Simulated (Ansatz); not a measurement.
# MgMn2P2H4O10 — field gradients at the nuclei

The cell is a Materials Project structure (computed, not necessarily an observed phase), taken as it stands.

```xyz
19
Lattice="5.3076 0.0000 0.0000 -0.8172 5.4621 0.0000 -2.2730 -2.0604 7.1959" Properties=species:S:1:pos:R:3 pbc="T T T"
Mg   -1.8040    0.1074    6.3316
Mn    3.8148    1.5032    3.3046
Mn    2.6992    0.0693    0.0345
H     3.2019    4.3744    2.0589
H    -0.2229    0.0798    1.5215
H    -1.9872    3.7698    4.6798
H     2.2817    3.0735    5.7797
P     1.1654    2.6735    1.7546
P     1.0828    0.9397    5.5535
O     0.9172    3.6620    0.5532
O     0.0651    2.7514    2.8031
O     1.4174   -0.0961    6.6805
O     2.3063    0.7981    4.6094
O     2.5568    2.9590    2.3850
O     1.1416    1.2644    1.0210
O    -0.3070    0.6223    4.9602
O     1.0762    2.3990    6.0977
O    -2.1464    3.6628    5.6377
O     4.1517   -0.0959    1.8238
```

Atoms are numbered from 1 in the order listed; like atoms form one site, named after its first atom.

All values are calculated (Ansatz; DFT, PBE, plane waves and PAW, scalar-relativistic, collinear spin, 420 eV cutoff, Γ-centred 5×4×3 k-points, Fermi–Dirac smearing 0.02 eV), not measured. Start moments as typed (μB): 0 -5 5 0 0 0 0 0 0 0 0 0 0 0 0 0 0 0 0 by atom.

C_Q = eQV_zz/h, which is 24.18 MHz for Q = 1 b and V_zz = 10²¹ V/m²; η = (V_xx − V_yy)/V_zz.

²⁵Mg: I = 5/2, Q = 199.4 mb; Mn-55: I = 5/2, Q = 330.0 mb; H-2: I = 1, Q = 2.858 mb; ¹⁷O: I = 5/2, Q = -25.58 mb. Q values from Pyykkö, Mol. Phys. 116, 1328 (2018).

(1) Give the quadrupolar parameters of the distinct sites.

Results:

(1) 

```csv
site,atoms (order as listed),first shell,"V_xx, V_yy, V_zz (10²¹ V/m²)",η,C_Q (MHz)
Mg,1,6 O at 2.08–2.21 Å,"-0.015, -0.73, 0.75",0.96,3.60
Mn2,2,5 O at 2.06–2.22 Å,"-1.77, -4.53, 6.29",0.44,50.2
Mn3,3,6 O at 2.14–2.38 Å,"-1.70, -3.35, 5.05",0.33,40.3
H4,4,1 O at 1.03 Å; also 1 O at 1.59 Å,"-0.96, -1.16, 2.12",0.09,0.147
H5,5,1 O at 1.00 Å; also 1 O at 1.88 Å,"-1.47, -1.65, 3.13",0.06,0.216
H6,6,1 O at 0.98 Å,"-1.90, -2.08, 3.98",0.05,0.275
H7,7,1 O at 1.07 Å; also 1 O at 1.42 Å,"-0.54, -0.78, 1.32",0.18,0.092
P8,8,4 O at 1.52–1.59 Å,"0.042, 2.22, -2.27",0.96,–
P9,9,4 O at 1.54–1.57 Å,"-0.26, -1.06, 1.32",0.60,–
O10,10,"1 P at 1.58 Å, 1 Mg at 2.11 Å, 1 Mn at 2.17 Å","-2.07, -6.78, 8.85",0.53,-5.47
O11,11,"1 P at 1.52 Å, 1 Mn at 2.06 Å, angle 133°","-3.19, -6.08, 9.27",0.31,-5.73
O12,12,"1 P at 1.57 Å, 1 Mg at 2.12 Å, 1 Mn at 2.21 Å; also 1 Mg at 3.25 Å","-1.82, -7.00, 8.82",0.59,-5.46
O13,13,"1 P at 1.55 Å, 1 Mn at 2.12 Å, 1 Mg at 2.21 Å","-3.30, -6.21, 9.52",0.31,-5.89
O14,14,"1 P at 1.55 Å, 1 Mn at 2.13 Å; also 1 H at 1.59 Å","-1.39, -7.56, 8.95",0.69,-5.54
O15,15,"1 P at 1.59 Å, 1 Mg at 2.20 Å, 1 Mn at 2.20 Å; also 1 H at 1.88 Å","-3.94, -4.80, 8.74",0.10,-5.41
O16,16,"1 P at 1.54 Å, 1 Mg at 2.09 Å, 1 Mn at 2.22 Å","-2.41, -6.54, 8.95",0.46,-5.54
O17,17,"1 P at 1.56 Å, 1 Mn at 2.14 Å; also 1 H at 1.42 Å, 1 Mg at 3.35 Å","-1.63, -7.21, 8.85",0.63,-5.47
O18,18,"2 H at 0.98–1.07 Å, 1 Mg at 2.08 Å; also 2 Mn at 2.38–3.25 Å","-0.62, -10.84, 11.46",0.89,-7.09
O19,19,"2 H at 1.00–1.03 Å, 2 Mn at 2.21–2.31 Å","0.058, 9.71, -9.76",0.99,6.04
```

At O10, O12, O13, O15 and O16 V_zz points along its shortest bond, to P (within 7°) in each case. At H4, H5, H6 and H7 V_zz points along its bond to O (within 4°) in each case. At O11, O14 and O17 V_zz points along the shorter of its two bonds, to P (within 8°) in each case.

P has no stable isotope with a ground-state quadrupole moment in the table, so no C_Q is given.

The largest force is 0.4 eV/Å, so the atoms aren't at the calculated equilibrium and relaxing them would move these values. The lattice is static: at room temperature water may turn and average the couplings of its hydrogen. The magnetic order is the one that the run reached from its start moments, not necessarily the measured one. Where η is near 1 the sign of V_zz means little.

Hardware: 2 threads of Arm Neoverse V1 (aarch64; 28 cores open to the job, memory cap 5.0 GiB, no GPU), a shared host with a load of 0.8 a core. Wall time 2.6 min, CPU time 5.3 min, peak memory 1.1 GiB.
